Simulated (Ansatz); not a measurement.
The cell below belongs to a search over invented structures; it isn't taken from experiment.

Input and command of a plane-wave DFT calculation in Ansatz:

```yaml
crystal:
  lattice:
    - [-1.4769083647, 2.4598507364, 2.8140189052]
    - [1.4769083647, -2.4598507364, 2.8140189052]
    - [1.4769083647, 2.4598507364, -2.8140189052]
  atoms:
    - { symbol: B, position: [0.6650442745, 0.0, 0.6650442745] }
    - { symbol: B, position: [0.3349557255, 0.0, 0.3349557255] }
    - { symbol: B, position: [0.5, 0.5, 0.0] }
    - { symbol: Pd, position: [0.0, 0.5, 0.5] }
basis:
  ecutwfc: 420
kpoints:
  mp_grid: { grid: [14, 14, 14] }
hamiltonian:
  xc: pbe
scf:
  occupations: { method: gaussian, width: 0.1 }
output:
  forces: true
  stress: true
  eigenvalues: true
relax:
  adjacent_minimum: "off"
  f_tol: 0.01
  max_steps: 80
  cell: { stress_tol: 0.05 }
```

```bash
ansatz run input.yaml --threads 1 --pin off --max-ram 2560MiB --backend cpu --events-out ev --progress --plain --runs-dir out
```

Processor: Arm Neoverse V2, 1 thread, on a host shared with other jobs.

**Question.** How long does it run, and how much memory does it take?

**Answer.** About 11 min, peak memory 0.71 GiB. It solves 18 bands at 428 k points (after reduction by symmetry) with about 1193 plane waves (on the last cell), in 176 SCF iterations over 28 ionic steps.
